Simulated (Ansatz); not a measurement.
CdS:
```cif
data_Cd4S4
_chemical_formula_sum 'S4 Cd4'
_space_group_name_H-M_alt 'F-43m'
_space_group_IT_number 216
_space_group_name_Hall 'F -4 2 3'
_cell_length_a 5.87781
_cell_length_b 5.87781
_cell_length_c 5.87781
_cell_angle_alpha 90.000
_cell_angle_beta 90.000
_cell_angle_gamma 90.000
loop_
_atom_site_label
_atom_site_type_symbol
_atom_site_symmetry_multiplicity
_atom_site_Wyckoff_symbol
_atom_site_fract_x
_atom_site_fract_y
_atom_site_fract_z
_atom_site_occupancy
S1 S 4 c 0.25000 0.25000 0.25000 1
Cd1 Cd 4 a 0.00000 0.00000 0.00000 1
```
(The calculation used a cell of 2 atoms; values per cell refer to that cell.)

Relaxed with r²SCAN. r²SCAN (plane waves, PAW; program Ansatz) gives a gap of 1.54 eV.

### Question
What gap does HSE06 give on the same cell (Ansatz, PAW)?

### Answer
2.11 eV, 0.56 eV more. The hybrid was solved on a coarser mesh and at special points; its gap is the smallest among all of these.

```csv
k,v1 r²SCAN,c1 r²SCAN,v1 HSE06,c1 HSE06
Γ,0.00,1.54,0.00,2.11
X,-1.84,3.89,[?],[?]
L,-0.73,3.44,[?],[?]
W,-2.16,5.73,[?],[?]
K,-1.49,4.61,[?],[?]
```

### Question
Top valence (v1) and lowest conduction level (c1) in eV from each method's valence maximum (which need not be a listed point): supply the withheld HSE06 values.

### Answer

- W, v1 HSE06: -2.29
- W, c1 HSE06: 6.41
- X, v1 HSE06: -1.93
- X, c1 HSE06: 4.49
- L, v1 HSE06: -0.77
- L, c1 HSE06: 4.07
- K, v1 HSE06: -1.57
- K, c1 HSE06: 5.25

Cost on shared cores: the r²SCAN run (SCF on a 8×8×8 mesh, then bands and DOS) very roughly 30 core-seconds, the HSE06 run (SCF on 6×6×6, then a few points) roughly 110 core-seconds; the tasks are unlike.

The cell was relaxed with r²SCAN under the symmetry of its start; phonons on a q-mesh show no instability. Spin–orbit coupling is left out wherever it is not named.

Potentials: the later of the program's two PAW sets.
